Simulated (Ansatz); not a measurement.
Pt:
```
CELL_PARAMETERS angstrom
      0.00000     1.97009     1.97009
      1.97009     0.00000     1.97009
      1.97009     1.97009     0.00000
ATOMIC_POSITIONS crystal
  Pt 0.00000 0.00000 0.00000
```

Relaxed with r²SCAN. Special points in fractions of this cell's reciprocal vectors: Γ (0.000, 0.000, 0.000); X (0.500, 0.000, 0.500); U (0.625, 0.250, 0.625); K (0.375, 0.375, 0.750); L (0.500, 0.500, 0.500); W (0.500, 0.250, 0.750).

Task: List the band energies nearest the Fermi level at these points for DFT-r²SCAN in the program Ansatz with PAW potentials.

Result: In eV from the Fermi level; about four levels below and three above (degenerate sets whole), none deeper than 8.9 eV; … stands for higher levels left out; points with the same levels are listed once.

```csv
k,below,above
Γ,-3.84 -3.84 -3.84 -1.72 -1.72,…
X,-7.14 -6.72 -0.06,0.51 0.51 1.99
U,-5.52 -2.87 -1.39 -0.16,6.08 …
L,-7.42 -3.93 -3.93 -0.22,0.02 0.02 …
W,-5.71 -4.60 -4.60 -2.06,0.51 7.46 …
```

Space group Fm-3m (fcc (Cu type)). Symmetry was held in the r²SCAN relaxation. The run is not spin-polarised. Scalar-relativistic: spin–orbit coupling is off unless named, which matters more the heavier the elements.

Potentials: the later of the program's two PAW sets.
